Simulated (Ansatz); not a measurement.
ZrRu:
```
ZrRu
1.0
    3.20920     0.00000     0.00000
    0.00000     3.20920     0.00000
    0.00000     0.00000     3.20920
Zr Ru
1 1
Direct
  0.50000   0.50000   0.50000
  0.00000   0.00000   0.00000
```

Relaxed with LDA. Special points in fractions of this cell's reciprocal vectors: Γ (0.000, 0.000, 0.000); X (0.000, 0.500, 0.000); M (0.500, 0.500, 0.000); R (0.500, 0.500, 0.500).

Task: List the band energies nearest the Fermi level at these points for LDA (plane waves, PAW; program Ansatz).

Result: In eV from the Fermi level; about four levels below and three above (degenerate sets whole), none deeper than 8.9 eV; points with the same levels are listed once.

```csv
k,below,above
Γ,-5.12 -5.12 -1.71 -1.71 -1.71,1.83 1.83 5.09 5.09 5.09
X,-1.74 -1.74 -1.23 -0.95,1.08 1.08 1.31
M,-5.19 -4.83 -3.29 -3.29,0.02 0.64 1.79 1.79
R,-2.75 -2.75 -2.75 -2.03 -2.03 -2.03,0.10 0.10 5.46 5.46
```

Space group Pm-3m (CsCl type). The first step of the workflow began from a Materials Project structure, measured or hypothetical; the Crystallography Open Database files this formula in space group No. 221, but the cells were not matched. Its standing as an ambient phase is unchecked. Symmetry was held in the LDA relaxation; of distortions, only those at the zone centre were tested. The run is not spin-polarised. Spin–orbit coupling is left out wherever it is not named.

Potentials: the later of the program's two PAW sets.
